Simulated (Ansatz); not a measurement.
Relaxed Ta (bcc, W type):

```xyz
2
Lattice="-3.3197 3.3197 3.3197 1.6599 -1.6599 1.6599 1.6599 1.6599 -1.6599" Properties=species:S:1:pos:R:3 pbc="T T T"
Ta     0.0000     0.0000     0.0000
Ta    -1.6599     1.6599     1.6599
```

Computed with PBE (plane waves to 420 eV, PAW, scalar-relativistic; Ansatz, a first-principles code). k mesh 8×16×16 (Γ-centred), Fermi-Dirac smearing 0.05 eV. With partly filled bands, energies and forces of such displacements shift with the k mesh and the smearing. On this mesh the relaxed cell isn't quite at rest: it carries a pressure of 0.2 GPa (compression positive) at the zero of the scan. Spin-orbit coupling is left out, though Ta is heavy. Ta is run without spin polarisation. Ta was relaxed with its symmetry unable to fall. The PAW data are Ansatz's earlier set.

One atom of the cell was then moved (with its periodic images), all else fixed, and the forces (eV/Å) came out as:

| atom | Fx | Fy | Fz |
|---|---|---|---|
| Ta1 | 0.000 | -1.682 | -2.834 |
| Ta2 | 0.000 | 1.682 | 2.834 |

With two atoms only their relative shift counts; take Ta2 as fixed.

Problem. Which atom was moved, and by which vector (Å)?

Solution. Ta1, by (0.00, 0.00, 0.52), 0.52 Å in all.

(A displaced cell: forces are minus the slopes of the energy, force constants its curvatures, and phonons follow from these.)
